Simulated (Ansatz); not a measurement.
# Data sheet: F (DFT)

F:
```xyz
4
Lattice="2.6906 1.5511 0.0000 -2.6906 1.5511 0.0000 -2.1814 0.0000 6.9119" Properties=species:S:1:pos:R:3 pbc="T T T"
F     -0.8602     1.5511     2.7958
F     -1.3212     1.5511     4.1161
F     -2.4541     1.5511     0.6586
F      0.2727     1.5511     6.2532
```

Space group C2/m (No. 12); conventional cell a = 5.3812 Å, b = 3.1022 Å, c = 7.2479 Å, α = γ = 90.00°, β = 107.52°.

Method: plane-wave PAW r²SCAN (Ansatz code). Structure relaxed to zero pressure with the same functional. Other levels are named where they apply.

**Cell and energy**

| Item | Value |
|---|---|
| Volume per atom | 14.42 Å³ |
| Density | 2.19 g/cm³ |

**Electronic structure**

| Item | Result |
|---|---|
| Band gap | 3.69 eV (indirect) |
| Valence-band maximum | at Y2 (k = 0.500, 0.500, 0.000) |
| Conduction-band minimum | at Γ |
| Smallest direct gap on the standard path | 3.75 eV |

The first step of the workflow began from a Materials Project structure, measured or hypothetical; the Crystallography Open Database files this formula in space group No. 12, but the cells were not matched. It is not the usual solid phase (space group No. 15). Symmetry was held in the r²SCAN relaxation; its stability against distortions is not shown here. The substance is a gas or liquid at ambient conditions. A crystal of weakly bound molecules computed without a dispersion correction: the cell and the soft elastic constants depend strongly on that.

Potentials: the later of the program's two PAW sets.
